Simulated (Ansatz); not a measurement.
Tc3Ni:
```
CELL_PARAMETERS angstrom
      5.32491     0.00000     0.00000
     -2.66245     4.61150     0.00000
      0.00000     0.00000     4.29321
ATOMIC_POSITIONS crystal
  Ni 0.66667 0.33333 0.25000
  Ni 0.33333 0.66667 0.75000
  Tc 0.83388 0.66776 0.75000
  Tc 0.16612 0.33224 0.25000
  Tc 0.16612 0.83388 0.25000
  Tc 0.83388 0.16612 0.75000
  Tc 0.33224 0.16612 0.75000
  Tc 0.66776 0.83388 0.25000
```

Relaxed with r²SCAN. Special points in fractions of this cell's reciprocal vectors: Γ (0.000, 0.000, 0.000); M (0.500, 0.000, 0.000); K (0.333, 0.333, 0.000); A (0.000, 0.000, 0.500); L (0.500, 0.000, 0.500); H (0.333, 0.333, 0.500).

List the band energies nearest the Fermi level at these points for r²SCAN (plane waves, PAW; program Ansatz).

In eV from the Fermi level; about four levels below and three above (degenerate sets whole), none deeper than 8.9 eV; points with the same levels are listed once.

| k | below | above |
|---|---|---|
| Γ | -1.19 -1.19 -1.03 -1.03 | 0.99 1.41 1.41 |
| M | -0.92 -0.54 -0.41 -0.35 | 0.22 0.33 0.77 |
| K | -1.05 -1.05 -0.89 -0.89 -0.87 | 0.36 0.36 0.45 |
| A | -1.30 -1.30 -1.30 -1.30 -0.15 -0.15 | 0.02 0.02 0.91 0.91 0.91 0.91 |
| L | -1.07 -1.07 -0.49 -0.49 | 0.42 0.42 1.18 1.18 |
| H | -0.88 -0.88 -0.49 -0.49 | 0.76 0.76 1.19 1.19 |

Space group P6_3/mmc. The workflow started from a Materials Project entry (that database holds measured and hypothetical structures alike); the Crystallography Open Database copy checked does not list it. With Ni and Tc taken as one species the cell has the higher symmetry P6_3/mmc, so it may be an ordered model of a mixed-site phase. Whether it is the stable phase at ambient conditions was not checked. The cell was relaxed with r²SCAN under the symmetry of its start; its stability against distortions is not shown here. The run is not spin-polarised. Scalar-relativistic: spin–orbit coupling is off unless named, which matters more the heavier the elements.

Potentials: the later of the program's two PAW sets.
